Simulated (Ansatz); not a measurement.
Si2Ge as one 6-atom ordering (P3m1) on the diamond lattice, relaxed with r2SCAN. The symmetry is P3m1 (No. 156, trigonal); a = 3.897 Å, c = 9.543 Å in the conventional setting, 20.92 Å³ an atom. Si is surrounded by 3 Si at 2.38 Å and 1 Ge at 2.41 Å; Si is surrounded by 1 Si at 2.35 Å and 3 Ge at 2.39 Å; Si is surrounded by 4 Ge at 2.39–2.40 Å; Si is surrounded by 4 Si at 2.35–2.38 Å; Ge is surrounded by 4 Si at 2.39–2.40 Å; Ge is surrounded by 4 Si at 2.39–2.41 Å.

The questions ask for values computed with the plane-wave code Ansatz on this geometry. Values at 0 K without nuclear motion; no magnetic order is allowed, and the phase may be a hypothetical one.

Given (12×12×4 mesh): With r2SCAN the valence top lies at Γ and the conduction bottom at k = (0, 0.417, 0.169), 0.74 eV higher; the smallest vertical gap, at Γ–A (0.20 of the way from Γ), is 1.54 eV.

**Question.** What does PBE+SOC give for the gap (12×12×4 mesh)?

**Answer.** PBE+SOC gives an indirect gap of 0.49 eV, from Γ to k = (0, 0.417, 0.169); the least direct gap is 1.17 eV at Γ–A (0.20 of the way from Γ). The gap differs by -0.25 eV from r2SCAN's.

**Question.** What does HSE06 give for the gap (6×6×2 mesh)?

**Answer.** The HSE06 gap is indirect, 1.08 eV (Γ to k = (0, 0.417, 0.169)), below the direct gap of 1.90 eV at Γ–A (0.20 of the way from Γ). The gap differs by +0.34 eV from r2SCAN's.

**Question.** What does PBE0 give for the gap (6×6×2 mesh)?

**Answer.** PBE0 gives an indirect gap of 1.71 eV, from Γ to k = (0, 0.417, 0.169); the least direct gap is 2.54 eV at Γ–A (0.20 of the way from Γ). The gap differs by +0.97 eV from r2SCAN's.

Only the levels marked +SOC include spin-orbit coupling.

Where an edge lies off the special points, it is a point of the mesh or the k point where a search put PBE's edge or least direct gap, reused for the other functionals, whose own edges may lie a little apart.

Coordinates of k points refer to the reciprocal vectors of the primitive cell of the runs.

The meshes of the hybrids are coarse, so their gaps aren't converged to the digits shown.

PBE's own run along the path (0.58 eV) came before the search for the edges and missed one, so it isn't listed.
